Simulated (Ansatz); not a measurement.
Relaxed-ion elastic tensor of CuH2O2 in space group Cmc2_1 (No. 36; Pearson symbol oS20) in GPa (Voigt order), the program Ansatz at the PBEsol level (PAW); density 3.94 g/cm³, 8.23 Å³ per atom.

|  | 1 | 2 | 3 | 4 | 5 | 6 |
|---|---|---|---|---|---|---|
| 1 | 202 | 21.8 | 26.3 | 0.0 | 0.0 | 0.0 |
| 2 | 21.8 | 53.1 | 31.4 | 0.0 | 0.0 | 0.0 |
| 3 | 26.3 | 31.4 | 61.4 | 0.0 | 0.0 | 0.0 |
| 4 | 0.0 | 0.0 | 0.0 | 24.2 | 0.0 | 0.0 |
| 5 | 0.0 | 0.0 | 0.0 | 0.0 | 15.9 | 0.0 |
| 6 | 0.0 | 0.0 | 0.0 | 0.0 | 0.0 | -27.4 |

Problem. Is the crystal mechanically stable?

Solution. No: the smallest eigenvalue of C is -27.4 GPa.

The workflow started from a Materials Project entry (that database holds measured and hypothetical structures alike); the Crystallography Open Database files this formula in space group No. 36, but the cells were not matched. Whether it is the stable phase at ambient conditions was not checked. Symmetry was held in the PBEsol relaxation. At this level the phase is mechanically unstable. The final state is ferromagnetic, chosen from 5 collinear starts compared on coarse meshes (ties went to the first, and starts can fall back to one state), not a proven ground state. No Hubbard U is applied. A crystal of weakly bound layers computed without a dispersion correction: the cell and the soft elastic constants depend strongly on that.

Potentials: the later of the program's two PAW sets.
